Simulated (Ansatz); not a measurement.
# Two states of CuSnF6

```yaml
crystal:
  lattice:
    - [5.47254, 0.00000, 0.00000]
    - [-2.25174, 4.55006, 0.00000]
    - [-0.23012, -3.05226, 4.24549]
  atoms:
    - { symbol: F, position: [0.74800, 0.11800, 0.87100] }
    - { symbol: F, position: [0.25200, 0.88200, 0.12900] }
    - { symbol: F, position: [0.73700, 0.87600, 0.26600] }
    - { symbol: F, position: [0.26300, 0.12400, 0.73400] }
    - { symbol: Sn, position: [0.50000, 0.00000, 0.50000] }
    - { symbol: Cu, position: [0.00000, 0.00000, 0.00000] }
    - { symbol: F, position: [0.25000, 0.49700, 0.36400] }
    - { symbol: F, position: [0.75000, 0.50300, 0.63600] }
```

The numbers come from plane-wave PAW DFT (Ansatz): r2SCAN, with U_eff = 6.3 eV on Cu d (all-electron-ortho-atomic projectors), 500 eV, 4×5×4 (shifted by 0, 0, 0.5 steps) k points, fermi-dirac occupations (width 0.0558 eV). Nothing was relaxed.

State A: Cu6 up (collinear spin). State B: no moments (no spin polarisation).

**Question.** Which state is lower, and how do they differ?

**Answer.** State A is lower by 206.0 meV an atom at zero smearing; in free energy at this smearing B lies +202.5 meV an atom from A.

| state | free energy (meV/atom) | largest moment in a small sphere (μB) | net moment (μB/cell) | gap on mesh (eV) | pressure (GPa) | largest force (eV/Å) |
| --- | --- | --- | --- | --- | --- | --- |
| A | 0.0 | 0.87 | 1.00 | 4.46 | 3.7 | 0.68 |
| B | 202.5 | 0.00 | 0.00 | metal | 3.8 | 0.65 |

Origin: a database entry at a rescaled volume. Caveats: an odd or shifted mesh can miss the band edges, so this level's true gap may be smaller; no spin-orbit coupling, which can shift this gap by tenths of an eV; odd electron count without spin polarisation, so a magnetic state may lie lower; the Fermi level lies in a narrow band between gaps, which spin or distortion may split; the k mesh is coarse if the cell is a metal.
